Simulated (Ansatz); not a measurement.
GaP (zinc blende, space group No. 216), a = b = c = 5.4514 Å, α = β = γ = 90.00°; the cell used has 2 atoms.

Relaxed with r²SCAN.

**Question.** Tabulate the valence density and the electron localisation function along the shortest P–Ga contact (2.36 Å), plane-wave PAW r²SCAN (Ansatz code).

**Answer.** 

```csv
distance from P (Å),density (e/Å³),ELF
0.24,0.15,0.00
0.35,0.35,0.07
0.47,0.58,0.43
0.59,0.76,0.78
0.71,0.83,0.89
0.83,0.79,0.92
0.94,0.70,0.92
1.06,0.62,0.88
1.18,0.56,0.79
1.30,0.54,0.59
1.42,0.57,0.40
1.53,0.69,0.29
1.65,1.05,0.21
1.77,2.13,0.13
1.89,5.39,0.06
2.01,13.57,0.03
2.12,28.25,0.02
```

The density is the valence pseudo-density with augmentation charge, so density and ELF within about 1 Å of a nucleus are not all-electron values.

Space group F-43m (zinc blende). The r²SCAN relaxation kept the symmetry of its start. Spin–orbit coupling is left out wherever it is not named.

Potentials: the later of the program's two PAW sets.
